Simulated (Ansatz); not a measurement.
An elastic constant from a strain scan in Si

Level of theory: DFT LDA, scalar-relativistic, plane waves, PAW in Ansatz 0.2.0. The runs took a 420 eV cutoff, a Γ-centred 26×26×26 mesh and Gaussian smearing (0.15 eV). No spin polarisation. Energies are free energies at this smearing, counted from the undisturbed cell; pressure is positive in compression.

The starting cell (relaxed at this level; with this scan's settings it stands at -0.1 GPa; this form isn't the usual structure):

```
Si
1.0
    -2.38242    2.38242    1.30530
     2.38242   -2.38242    1.30530
     2.38242    2.38242   -1.30530
Si
2
Cartesian
  2.3824 0.0000 0.6526
  0.0000 0.0000 1.3053
```

The cell is strained by ε times the Voigt pattern (0, 0, 0, 0, 0, 1) (xx, yy, zz, yz, xz, xy; engineering shear) with fractional coordinates fixed. The cell holds 2 atoms in V0 = 29.64 Å³. The stress column is τ = (1/V0) dE/dε, got from the stress tensor σ (compression positive) at each point as −det(1 + εP) σ : P(1 + εP)⁻¹, with P the pattern as a tensor.

```csv
ε,ΔE (meV/atom),τ (GPa)
-0.0350,4.657,-2.886
-0.0300,3.418,-2.474
-0.0250,2.369,-2.059
-0.0200,1.513,-1.644
-0.0100,0.377,-0.816
0.0000,0.000,0.000
0.0100,0.377,0.816
0.0200,1.513,1.644
0.0250,2.369,2.059
0.0300,3.418,2.474
0.0350,4.657,2.886
0.0400,?,?
```

Q: Which combination of elastic constants does this scan measure, and how large is it?

A: For small ε, τ = τ0 + Kε with K = pᵀCp, which for this pattern is C66 in the Cartesian frame shown. The parabola through τ at ε = -0.0100, 0 and 0.0100 has slope K = 82 GPa at zero. The energies per cell, E = NΔE, of the same two points give K = 2[E(ε₊)/ε₊ − E(ε₋)/ε₋]/[(ε₊ − ε₋)V0] = 81 GPa, in agreement.

Q: Predict the withheld row at ε = 0.0400 from the harmonic law, and compare.

A: ΔE = V0(τ0 ε + Kε²/2)/N = 6.036 meV/atom and τ = 3.26 GPa. The calculation gives 6.085 meV/atom and 3.29 GPa, a miss of 0.8 % of the harmonic energy, so the harmonic law still holds here.

In a metal these slopes depend on the k mesh and the smearing.